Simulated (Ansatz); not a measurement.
In2As3: rattling a relaxed structure

It was reached by relaxing an invented guess, and it needn't be the stable form of this composition.

These are results of Ansatz 0.2.0, DFT PBE, scalar-relativistic, plane waves, PAW, not measurements. Cutoff 420 eV; k points 12×12×6 on the computed 5-atom cell (Γ-centred); Gaussian smearing, width 0.10 eV; no spin polarisation.

The cell below (5 atoms, space group P-3m1 (No. 164)) is relaxed within its symmetry.

```cif
data_structure
_symmetry_space_group_name_H-M 'P 1'
_symmetry_Int_Tables_number 1
_cell_length_a 4.4884
_cell_length_b 4.4884
_cell_length_c 8.3000
_cell_angle_alpha 90.000
_cell_angle_beta 90.000
_cell_angle_gamma 120.000
_cell_volume 144.81
loop_
_atom_site_label
_atom_site_type_symbol
_atom_site_fract_x
_atom_site_fract_y
_atom_site_fract_z
_atom_site_occupancy
In1 In 0.33333 0.66667 0.16020 1
In2 In 0.66667 0.33333 0.83980 1
As1 As 0.00000 0.00000 0.00000 1
As2 As 0.33333 0.66667 0.49269 1
As3 As 0.66667 0.33333 0.50731 1
```

For the test a repeat of it with 10 atoms (edges 4.49, 4.49, 16.60 Å) was strained at random (σ = 1.5 % a component), the atoms were moved at random (σ = 0.05 Å), and all was relaxed again on a coarse 6×6×2 mesh (in the run’s order of axes) with 0.20 eV smearing, with no symmetry imposed.

An odd number of electrons in the primitive cell allows no gap without spin; a larger cell or a magnetic state could open one. The cell is a metal run without spin; a magnetic state may lie lower.

Question: Does it come back?

Answer: It returns, within 2 meV/atom of the unmoved cell on that mesh and with the same symmetry when read at 0.1 Å (C2 at 0.01 Å, so small strains and shifts remain). So it is stable against the distortions that fit this cell and that this random move excites. Modes that don't fit the cell aren't tested.
